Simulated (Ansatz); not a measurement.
RuS$_{2}$ (Pa-3), relaxed with r²SCAN (Ansatz, a program for electronic structure, plane waves, PAW): a = b = c = 5.6320 Å, α = β = γ = 90.00°.

| Item | Result |
|---|---|
| gap (eV) | 0.88 |
| ΔH_f (eV/atom) | -0.71 |

Task: The same phase is relaxed and computed with PBE in the same code. What are the cell and these values now?

Result: a = b = c = 5.649 Å, α = β = γ = 90.00°.

- gap (eV) = 0.57
- ΔH_f (eV/atom) = -0.57

All cells were relaxed under the symmetry of their starts (and spin orders); stability against distortions was not tested throughout. Rows with no word on spin ran without spin polarisation. Scalar-relativistic: spin–orbit coupling is off unless named, which matters more the heavier the elements.

Potentials: the later of the program's two PAW sets.

Ansatz is a plane-wave DFT program.

Formation energies count from the lowest solids of the elements computed at the same level, not from gases.
